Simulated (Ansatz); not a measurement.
HgTe:
```
HgTe
1.0
    0.00000     3.32534     3.32534
    3.32534     0.00000     3.32534
    3.32534     3.32534     0.00000
Hg Te
1 1
Direct
  0.00000   0.00000   0.00000
  0.75000   0.75000   0.75000
```

Relaxed with PBE. Special points in fractions of this cell's reciprocal vectors: Γ (0.000, 0.000, 0.000); X (0.500, 0.000, 0.500); U (0.625, 0.250, 0.625); K (0.375, 0.375, 0.750); L (0.500, 0.500, 0.500); W (0.500, 0.250, 0.750).

### Question
List the band energies nearest the Fermi level at these points for PBE in the plane-wave PAW code Ansatz.

### Answer
In eV from the Fermi level; about four levels below and three above (degenerate sets whole), none deeper than 8.9 eV; points with the same levels are listed once.

| k | below | above |
|---|---|---|
| Γ | -0.93 -0.02 -0.02 -0.02 | 4.37 4.37 4.37 |
| X | -6.11 -4.99 -1.94 -1.94 | 1.90 2.70 7.89 |
| U | -6.04 -4.99 -2.50 -1.61 | 2.22 4.02 6.98 |
| L | -6.22 -4.96 -0.84 -0.84 | 0.69 5.11 5.11 |
| W | -5.99 -5.04 -2.25 -2.21 | 2.88 4.68 5.24 |

Space group F-43m (zinc blende). Symmetry was held in the PBE relaxation. The Fermi level of a semimetal is unsure by some 0.05 eV on such meshes. Spin–orbit coupling is left out wherever it is not named.

Potentials: the later of the program's two PAW sets.
